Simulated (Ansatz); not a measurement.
CuI:
```cif
data_Cu2I2
_chemical_formula_sum 'Cu2 I2'
_space_group_name_H-M_alt 'P63mc'
_space_group_IT_number 186
_space_group_name_Hall 'P 6c -2c'
_cell_length_a 4.18701
_cell_length_b 4.18701
_cell_length_c 6.89761
_cell_angle_alpha 90.000
_cell_angle_beta 90.000
_cell_angle_gamma 120.000
loop_
_atom_site_label
_atom_site_type_symbol
_atom_site_symmetry_multiplicity
_atom_site_Wyckoff_symbol
_atom_site_fract_x
_atom_site_fract_y
_atom_site_fract_z
_atom_site_occupancy
Cu1 Cu 2 b 0.33333 0.66667 0.37373 1
I1 I 2 b 0.33333 0.66667 0.00127 1
```

Relaxed with PBEsol. PBEsol (plane waves, PAW; program Ansatz) gives a gap of 1.22 eV.

Task: What gap does HSE06 give on the same cell (Ansatz, PAW)?

Result: 2.81 eV, 1.59 eV more. The hybrid was solved on a coarser mesh and at special points; its gap is the smallest among all of these.

Cost on shared cores: the PBEsol run (SCF on a 8×8×4 mesh, then bands and DOS) very roughly 80 core-seconds, the HSE06 run (SCF on 6×6×3, then a few points) roughly 3.0 core-minutes; the tasks are unlike.

Space group P6_3mc (wurtzite). The first step of the workflow began from a Materials Project structure, measured or hypothetical; the Crystallography Open Database files this formula in space group No. 186, but the cells were not matched. It is not the phase usual at ambient conditions (space group No. 216). The cell was relaxed with PBEsol under the symmetry of its start; its stability against distortions is not shown here. The run is not spin-polarised. Scalar-relativistic: spin–orbit coupling is off unless named, which matters more the heavier the elements.

Potentials: the later of the program's two PAW sets.
